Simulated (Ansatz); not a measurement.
An Ansatz (a first-principles code) run. Input:

Ansatz 0.2 input:
```yaml
crystal:
  lattice:
    - [4.1228574433, 2.3803328547, 3.3942235823]
    - [-4.1228574433, 2.3803328547, 3.3942235823]
    - [0.0, -4.7606657094, 3.3942235823]
  atoms:
    - { symbol: Cs, position: [0.5948131796, 0.5948131796, 0.5948131796] }
    - { symbol: Ge, position: [0.112074759, 0.112074759, 0.112074759] }
    - { symbol: I, position: [0.0933593508, 0.0933593508, 0.5943962587] }
    - { symbol: I, position: [0.0933593508, 0.5943962587, 0.0933593508] }
    - { symbol: I, position: [0.5943962587, 0.0933593508, 0.0933593508] }
kpoints:
  mp_grid: { grid: [5, 5, 5] }
hamiltonian:
  xc: pbesol
  pseudopotentials: { kind: paw }
scf:
  occupations: { method: fixed }
elastic: { mode: relaxed_ion, stencil: two_point, amplitude: 0.005, f_tol: 0.0005 }
output: { polarization: {} }
```

Output (shortened):

```
Pseudopotential: Cs, paw, valence charge 9
Pseudopotential: Ge, paw, valence charge 14
Pseudopotential: I, paw, valence charge 17
Functional definition: PBEsol
Crystal: 5 atoms, lattice volume = 199.861 Å³
Basis set: ecut = 420 eV, 3893 PW (Γ), exchange–correlation on 80×80×80 points (8 copies of the dense FFT grid, shifted against one another)
Bands: 45, of which v1, the nominal top of the filled ones, is band 37 counted from 1 (36 counted from 0)
Symmetry: 6 space group operations
Space group: R3m (ITA 160), of the structure as read, at distance tolerance 5.8e-5 Å
k-points: 19 of 125 (time reversal used)
SCF 1 converged in 13 iterations: F = -32140.384590 eV  dr2 = 9.56e-15
relax step   1: F+E_penalty+E_count = -32140.38459050 eV  Δ(F+E_penalty+E_count) = +0.000e0 eV  max|allowed force component| = 5.563e-4 eV/Å  Δτ_max = 0.0000 Å  (13 SCF iters, accepted)
Crystal: 5 atoms, lattice volume = 199.861 Å³
SCF 2 converged in 10 iterations: F = -32140.384591 eV  dr2 = 2.96e-14
relax step   2: F+E_penalty+E_count = -32140.38459056 eV  Δ(F+E_penalty+E_count) = -6.326e-8 eV  max|allowed force component| = 5.141e-4 eV/Å  Δτ_max = 0.0001 Å  (10 SCF iters, accepted)
Crystal: 5 atoms, lattice volume = 199.861 Å³
SCF 3 converged in 8 iterations: F = -32140.384591 eV  dr2 = 4.71e-15
relax step   3: F+E_penalty+E_count = -32140.38459069 eV  Δ(F+E_penalty+E_count) = -1.273e-7 eV  max|allowed force component| = 2.040e-4 eV/Å  Δτ_max = 0.0003 Å  (8 SCF iters, accepted)
Crystal: 5 atoms, lattice volume = 199.861 Å³
SCF 4 converged in 10 iterations: F = -32140.384591 eV  dr2 = 2.84e-15
Crystal: 5 atoms, lattice volume = 198.862 Å³
Symmetry: 2 space group operations
k-points: 39 of 125 (time reversal used)
SCF 5 converged in 12 iterations: F = -32140.383982 eV  dr2 = 5.57e-14
relax step   1: F+E_penalty+E_count = -32140.38398204 eV  Δ(F+E_penalty+E_count) = +0.000e0 eV  max|allowed force component| = 1.034e-2 eV/Å  Δτ_max = 0.0000 Å  (12 SCF iters, accepted)
Crystal: 5 atoms, lattice volume = 198.862 Å³
SCF 6 converged in 9 iterations: F = -32140.384014 eV  dr2 = 7.37e-14
relax step   2: F+E_penalty+E_count = -32140.38401433 eV  Δ(F+E_penalty+E_count) = -3.229e-5 eV  max|allowed force component| = 7.706e-3 eV/Å  Δτ_max = 0.0028 Å  (9 SCF iters, accepted)
Crystal: 5 atoms, lattice volume = 198.862 Å³
SCF 7 converged in 9 iterations: F = -32140.384028 eV  dr2 = 9.84e-15
relax step   3: F+E_penalty+E_count = -32140.38402762 eV  Δ(F+E_penalty+E_count) = -1.329e-5 eV  max|allowed force component| = 6.304e-3 eV/Å  Δτ_max = 0.0009 Å  (9 SCF iters, accepted)
Crystal: 5 atoms, lattice volume = 198.862 Å³
SCF 8 converged in 10 iterations: F = -32140.384067 eV  dr2 = 9.90e-14
relax step   4: F+E_penalty+E_count = -32140.38406683 eV  Δ(F+E_penalty+E_count) = -3.921e-5 eV  max|allowed force component| = 6.922e-4 eV/Å  Δτ_max = 0.0078 Å  (10 SCF iters, accepted)
Crystal: 5 atoms, lattice volume = 198.862 Å³
SCF 9 converged in 9 iterations: F = -32140.384068 eV  dr2 = 2.55e-14
relax step   5: F+E_penalty+E_count = -32140.38406771 eV  Δ(F+E_penalty+E_count) = -8.809e-7 eV  max|allowed force component| = 1.627e-4 eV/Å  Δτ_max = 0.0013 Å  (9 SCF iters, accepted)
Crystal: 5 atoms, lattice volume = 198.862 Å³
SCF 10 converged in 7 iterations: F = -32140.384068 eV  dr2 = 3.94e-14
[...]
Crystal: 5 atoms, lattice volume = 199.860 Å³
SCF 36 converged in 7 iterations: F = -32140.384461 eV  dr2 = 2.94e-14
Crystal: 5 atoms, lattice volume = 199.860 Å³
SCF 37 converged in 12 iterations: F = -32140.384335 eV  dr2 = 5.23e-14
relax step   1: F+E_penalty+E_count = -32140.38433473 eV  Δ(F+E_penalty+E_count) = +0.000e0 eV  max|allowed force component| = 1.170e-2 eV/Å  Δτ_max = 0.0000 Å  (12 SCF iters, accepted)
Crystal: 5 atoms, lattice volume = 199.860 Å³
SCF 38 converged in 8 iterations: F = -32140.384350 eV  dr2 = 8.91e-14
relax step   2: F+E_penalty+E_count = -32140.38434968 eV  Δ(F+E_penalty+E_count) = -1.495e-5 eV  max|allowed force component| = 1.093e-2 eV/Å  Δτ_max = 0.0008 Å  (8 SCF iters, accepted)
Crystal: 5 atoms, lattice volume = 199.860 Å³
SCF 39 converged in 11 iterations: F = -32140.384460 eV  dr2 = 4.06e-14
relax step   3: F+E_penalty+E_count = -32140.38445978 eV  Δ(F+E_penalty+E_count) = -1.101e-4 eV  max|allowed force component| = 3.421e-3 eV/Å  Δτ_max = 0.0173 Å  (11 SCF iters, accepted)
Crystal: 5 atoms, lattice volume = 199.860 Å³
SCF 40 converged in 10 iterations: F = -32140.384415 eV  dr2 = 2.77e-14
relax step   4: F+E_penalty+E_count = -32140.38441526 eV  Δ(F+E_penalty+E_count) = +4.452e-5 eV  max|allowed force component| = 7.996e-3 eV/Å  Δτ_max = 0.0073 Å  (10 SCF iters, rejected (line search))
Crystal: 5 atoms, lattice volume = 199.860 Å³
SCF 41 converged in 10 iterations: F = -32140.384466 eV  dr2 = 1.98e-14
relax step   5: F+E_penalty+E_count = -32140.38446581 eV  Δ(F+E_penalty+E_count) = -6.031e-6 eV  max|allowed force component| = 2.027e-4 eV/Å  Δτ_max = 0.0022 Å  (10 SCF iters, accepted)
Crystal: 5 atoms, lattice volume = 199.860 Å³
SCF 42 converged in 7 iterations: F = -32140.384466 eV  dr2 = 7.95e-14
SCF converged after 10 iterations
Stability not checked: this state was not tested for a lower state beside it, because too few of the mixer's solves of this state at the end of the SCF gave a …
Free energy (F): -32140.384591 eV
Harris-Foulkes:  -32140.384591 eV  (|F-HF|=1.82e-11)
Internal energy: -32140.384591 eV  (E = F + TS)
E sigma→0 (E₀):  -32140.384591 eV
Fermi energy:    5.102592 eV
--- Per-component energies (eV) ---
  E_band       = -1387.386797
  E_kinetic    = 819.437101
  E_local      = -9829.788109  (includes V_loc(G=0)·N_el)
  E_nonlocal   = 179.480257
  E_hartree    = 4797.030549
  E_xc         = -629.003928
  E_vxc        = -575.704015  (∫ρ·V_xc dr)
  E_paw        = -21166.278924  (= ΣΔE_a)
  E_vpaw       = -1574.873416  (= ΣTr[D̂ρ^β])
  E_aug_tail   = 0.000287  (compensation charges beyond the density's cutoff)
  E_ewald      = -6313.560346
  E_core_change = 2.298522  (= ΣΔE_core)
  E_smearing   =  0.000000  (= −TS)
  E_closure    = 0.000000  (closes the sum)
  Σ components = -32140.384591   (vs F -32140.384591, Δ=0.00e0)
--- Forces (eV/Å), atoms counted from 1 ---
  atom   1  Cs     0.00000000     0.00000000     0.00001323
  atom   2  Ge     0.00000000     0.00000000    -0.00020401
  atom   3  I      0.00000000    -0.00011834     0.00006356
  atom   4  I     -0.00010249     0.00005917     0.00006356
  atom   5  I      0.00010249     0.00005917     0.00006356
  max |Σ_I F_I| component: 8.92e-8 eV/Å
--- Stress (GPa, compression-positive) ---
        0.001143       0.000000       0.000000
        0.000000       0.001143       0.000000
        0.000000       0.000000       0.000135
  P = ⅓ Tr σ = 0.0008 GPa (0.008 kbar)
--- Band table (eV; the first three rows and the last of 19) ---
  k-point 0: bands = ["-38.9755", "-38.9747", "-38.9747", "-38.9288", "-38.9284", "-38.9284", "-38.9273", "-38.9273", "-38.9269", "-38.7990", "-38.7990", "-38.7990", "-38.7982", "-38.7982", "-38.7976", "-19.1294", "-19.1294", "-19.1181", "-19.1181", …
  k-point 1: bands = ["-38.9754", "-38.9748", "-38.9747", "-38.9288", "-38.9284", "-38.9283", "-38.9274", "-38.9273", "-38.9269", "-38.7990", "-38.7990", "-38.7990", "-38.7982", "-38.7981", "-38.7976", "-19.1294", "-19.1293", "-19.1181", "-19.1181", …
  k-point 2: bands = ["-38.9753", "-38.9749", "-38.9747", "-38.9287", "-38.9282", "-38.9280", "-38.9277", "-38.9275", "-38.9270", "-38.7990", "-38.7990", "-38.7990", "-38.7982", "-38.7980", "-38.7977", "-19.1294", "-19.1293", "-19.1182", "-19.1181", …
  k-point 18: bands = ["-38.9750", "-38.9749", "-38.9749", "-38.9282", "-38.9282", "-38.9281", "-38.9276", "-38.9275", "-38.9274", "-38.7992", "-38.7989", "-38.7989", "-38.7980", "-38.7980", "-38.7979", "-19.1292", "-19.1292", "-19.1182", "-19.1182", …
--- Elastic constants: 3 strain directions × 2 members + reference (group order 6) ---
  dense FFT box of the reference and of every strained cell: 40×40×40
  strains applied: 11, 33, 23; error gains …
  reference relaxed by the batch: 3 steps …
  largest displacement 4.3e-4 Å; the constants are those of the deck's cell at these positions:
  atoms:
    - { symbol: Cs, position: [0.5948226042386667, 0.5948226042386667, 0.5948226042386667] }
    - { symbol: Ge, position: [0.11203249458327501, 0.11203249458327501, 0.11203249458327501] }
    - { symbol: I, position: [0.09337849196743206, 0.09337849196743206, 0.5943908161431943] }
    - { symbol: I, position: [0.09337849196743203, 0.5943908161431943, 0.09337849196743206] }
    - { symbol: I, position: [0.5943908161431943, 0.09337849196743203, 0.09337849196743206] }
  C = ∂σ_k/∂η_j (tension-positive GPa; Voigt order 11 22 33 23 13 12):
        32.397     10.066      9.333      1.883      0.000      0.000
        10.066     32.397      9.333     -1.883      0.000      0.000
         9.325      9.325     20.773      0.000      0.000      0.000
         1.847     -1.847      0.000      7.959      0.000      0.000
         0.000      0.000      0.000      0.000      7.959      1.847
         0.000      0.000      0.000      0.000      1.883     11.166
  reference stress σ⁰ (GPa):     -0.001     -0.001      0.000      0.000      0.000      0.000
  moduli (Voigt/Reuss/Hill, GPa): K = 15.89/15.16/15.53   G = 9.21/8.58/8.89   E = 22.40   ν = 0.260
  mechanically stable: yes (min eigenvalue of sym C = 7.10 GPa)
  e, the proper piezoelectric tensor (elastic.mode: relaxed_ion; C/m²; rows x y z; Voigt order 11 22 33 23 13 12):
       0.00000    0.00000    0.00000    0.00000    2.07940    0.75176
       0.75176   -0.75176    0.00000    2.07940    0.00000    0.00000
       0.85336    0.85336    1.98826    0.00000    0.00000    0.00000
  ±, each entry's uncertainty from the finite density of the strings (C/m²), an estimate: the size of the correction for it that the entry includes:
       0.00000    0.00000    0.00000    0.00000    0.00675    0.00105
       0.00105    0.00105    0.00000    0.00675    0.00000    0.00000
       0.00137    0.00137    0.00683    0.00000    0.00000    0.00000
  strain η (Voigt 11):  stress-route row diagonal C_11 = 32.40 GPa, energy-path curvature d²(F+E_count+ΔE)/dδ²/Ω₀ = 32.37 GPa
         δ    σ_11 (GPa)             F (eV)   n_scf  n_hpsi   n_pw
    -5.000e-3      -0.1682      -32140.3840677       7   23601   3914   relax 5 steps, max|allowed force component| 1.63e-4 eV/Å
     5.000e-3       0.1558      -32140.3840954       8   24405   3950   relax 5 steps, max|allowed force component| 3.44e-4 eV/Å
  strain η (Voigt 33):  stress-route row diagonal C_33 = 20.77 GPa, energy-path curvature d²(F+E_count+ΔE)/dδ²/Ω₀ = 20.77 GPa
         δ    σ_33 (GPa)             F (eV)   n_scf  n_hpsi   n_pw
    -5.000e-3      -0.1061      -32140.3842555       9   12529   3894   relax 7 steps, max|allowed force component| 9.36e-5 eV/Å
     5.000e-3       0.1016      -32140.3842713       7   11407   3948   relax 5 steps, max|allowed force component| 3.83e-4 eV/Å
  strain η (Voigt 23):  stress-route row diagonal C_44 = 7.96 GPa, energy-path curvature d²(F+E_count+ΔE)/dδ²/Ω₀ = 7.94 GPa
         δ    σ_23 (GPa)             F (eV)   n_scf  n_hpsi   n_pw
    -5.000e-3      -0.0412      -32140.3844611       7   22519   3930   relax 5 steps, max|allowed force component| 2.14e-4 eV/Å
     5.000e-3       0.0384      -32140.3844658       7   23272   3928   relax 5 steps, max|allowed force component| 2.03e-4 eV/Å
--- Formal polarisation (Berry phase): one branch of a lattice of values; only differences between neighbouring runs are physical ---
  axis  mesh            electronic          ionic      p = total  spread (rad)  least overlap  resolved gap  δp at fixed H ≤   (phases in cycles; p mod 1 …
  b1    5×5×5          -0.08677566    20.20137096    20.11459531      0.037712         0.5711        1.8851           1.1e-5
  b2    5×5×5          -0.08677566    20.20137096    20.11459531      0.037712         0.5711        1.8851           1.1e-5
  b3    5×5×5          -0.08677566    20.20137096    20.11459531      0.037712         0.5711        1.8851           1.1e-5
  quantum along a1:   0.02925419 e/Å² =    46.870385 µC/cm²
  quantum along a2:   0.02925419 e/Å² =    46.870385 µC/cm²
  quantum along a3:   0.02925419 e/Å² =    46.870385 µC/cm²
  P = (  0.00000000,   0.00000000,   1.02481458) e/Å² = (    0.000000,     0.000000,  1641.933969) µC/cm²  (mod the quanta)
```

Cost: very roughly 20 core-minutes on shared cores.

The workflow started from a Materials Project entry (that database holds measured and hypothetical structures alike); the Crystallography Open Database files this formula in space group No. 160, but the cells were not matched. Whether it is the stable phase at ambient conditions was not checked. The PBEsol relaxation kept the symmetry of its start; its stability against distortions is not shown here. Scalar-relativistic: spin–orbit coupling is off unless named, which matters more the heavier the elements.

Potentials: the later of the program's two PAW sets.

Ansatz is a plane-wave DFT program.
